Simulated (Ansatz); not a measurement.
HfS2 in space group Pca2_1 (No. 29; Hf on 4a, S on 4a, S on 4a) at seven volumes, PBE in the plane-wave PAW code Ansatz, shape and atoms relaxed at each. One row is withheld.

| V (Å³/atom) | P (GPa) |
|---|---|
| 18.176 | 10.13 |
| 18.775 | 6.34 |
| 19.374 | 2.97 |
| 19.973 | 0.00 |
| 20.572 | ? |
| 21.172 | -4.80 |
| 21.771 | -6.65 |

Question: Fit the shown pressures and predict the withheld one.

Answer: Third-order Birch–Murnaghan: P = (3/2)B₀(x^(7/2) − x^(5/2))[1 + (3/4)(B′ − 4)(x − 1)] with x = (V₀/V)^(2/3). Least squares on the six rows gives V₀ = 19.979 Å³/atom, B₀ = 90.82 GPa, B′ = 3.56. At V = 20.572, x = 0.9807 and P = -2.52 GPa. The run itself gave -2.60 GPa.

The start of the workflow was typed in or built on a structure type; neither database checked (COD, Materials Project) lists it. Whether it is the stable phase at ambient conditions was not checked. Symmetry was held in the PBE relaxation; its stability against distortions is not shown here. The run is not spin-polarised. Spin–orbit coupling is left out wherever it is not named.

Potentials: the earlier of the program's two PAW sets.
